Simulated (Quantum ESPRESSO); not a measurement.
## Electric field gradients in HfSiO4

```yaml
crystal:
  lattice:
    - [-3.28625, 3.28625, 2.98160]
    - [3.28625, -3.28625, 2.98160]
    - [3.28625, 3.28625, -2.98160]
  atoms:
    - { symbol: Hf, position: [0.75000, 0.25000, 0.50000] }
    - { symbol: Hf, position: [0.00000, 0.00000, 0.00000] }
    - { symbol: Si, position: [0.25000, 0.75000, 0.50000] }
    - { symbol: Si, position: [0.50000, 0.50000, 0.00000] }
    - { symbol: O, position: [0.13397, 0.31917, 0.81479] }
    - { symbol: O, position: [0.06917, 0.75438, 0.68521] }
    - { symbol: O, position: [0.50438, 0.31917, 0.18521] }
    - { symbol: O, position: [0.06917, 0.38397, 0.31479] }
    - { symbol: O, position: [0.61603, 0.93083, 0.68521] }
    - { symbol: O, position: [0.68083, 0.86603, 0.18521] }
    - { symbol: O, position: [0.24562, 0.93083, 0.31479] }
    - { symbol: O, position: [0.68083, 0.49562, 0.81479] }
```
The cell was made here from an entry of the Crystallography Open Database (unchecked): atoms relaxed with PBE in the measured cell (PBE without dispersion, pw.x of a modified build of Quantum ESPRESSO, symmetry kept).  Stability against distortions was not tested. The run has no spin polarisation.

Principal values are ordered |Vxx| ≤ |Vyy| ≤ |Vzz|, η = (Vxx − Vyy)/Vzz, and C_Q = eQVzz/h is given by its size. Cores are frozen. Against all-electron runs on small test molecules, this scheme's |Vzz| missed by −6 % on Si, −2 to +6 % on O. Hf had no test against all-electron runs. Spin–orbit coupling is left out, a limit on Hf.

Quadrupole moments taken as inputs (sizes, barn, from the tables of PySCF and pymatgen): ¹⁷⁷Hf 3.37, ¹⁷O 0.0256.

Q: What do the calculations give at each independent site (field gradients by the PAW reconstruction of the field gradient on a scalar-relativistic PBE ground state (Quantum ESPRESSO, JTH datasets), 22.5 Ha, k-mesh 5×5×5 through Γ)?

A: 
| site | site symmetry | Vzz (a.u.) | η_Q | ∣C_Q∣ (MHz) |
|---|---|---|---|---|
| Hf (atoms 1, 2) | -4m2 | 1.393 | 0.00 | 1100 (¹⁷⁷Hf) |
| Si (atoms 3, 4) | -4m2 | -0.209 | 0.00 | – |
| O (atoms 5, 6, 7, 8, 9, 10, …) | m | 0.480 | 0.87 | 2.89 (¹⁷O) |
